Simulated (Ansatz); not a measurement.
Input:

WB₂ (space group P6_3/mmc)

```
WB2
1.0
    2.98262     0.00000     0.00000
   -1.49131     2.58303     0.00000
    0.00000     0.00000    13.85588
B W
8 4
Cartesian
  0.00000   1.72202   7.25022
  1.49131   0.86101   6.60566
  1.49131   0.86101   0.32228
  0.00000   1.72202  13.53360
  0.00000   0.00000   3.46397
  0.00000   0.00000  10.39191
  1.49131   0.86101   3.46397
  0.00000   1.72202  10.39191
  0.00000   1.72202   1.87774
  1.49131   0.86101  11.97814
  1.49131   0.86101   8.80568
  0.00000   1.72202   5.05020
```

The atoms are displaced by Q × the pattern below (from a DFPT mode at Γ, largest move 1; Q in Å), at fixed cell.

```
atom      x      y       z
----  -----  -----  ------
B1    0.000  0.000  -1.000
B2    0.000  0.000  -1.000
B3    0.000  0.000  -1.000
B4    0.000  0.000  -1.000
B5    0.000  0.000   0.559
B6    0.000  0.000   0.559
B7    0.000  0.000   0.308
B8    0.000  0.000   0.308
W9    0.000  0.000   0.033
W10   0.000  0.000   0.033
W11   0.000  0.000   0.033
W12   0.000  0.000   0.033
```

Calculation: LDA (plane waves to 420 eV, PAW, scalar-relativistic; Ansatz, a quantum-chemistry and plane-wave program). k mesh 14×14×3 (Γ-centred), Fermi-Dirac smearing 0.05 eV. The energy includes the smearing's −TS. With partly filled bands, energies and forces of such displacements shift with the k mesh and the smearing. Spin-orbit coupling is left out, though W is heavy. WB2 is run without spin polarisation. WB2 was relaxed with its symmetry unable to fall. The zero of ΔE is the undisplaced structure.

The scan covers Q from -0.180 to 0.180 Å in 13 points.

Q: Is this a single well or a double well?

A: A single well with its minimum at or next to zero displacement.

Q: Which space group does the distorted structure have?

A: P6_3mc (No. 186), lowered from P6_3/mmc.

Q: Is the energy the same for equal positive and negative displacements?

A: Even: the same for both signs.

Q: What is the energy change at Q = 0.180 Å?

A: 1510 meV/cell.

Q: What harmonic wavenumber does the curvature at Q = 0 give?

A: 686 cm⁻¹.

(A displaced cell: forces are minus the slopes of the energy, force constants its curvatures, and phonons follow from these.)
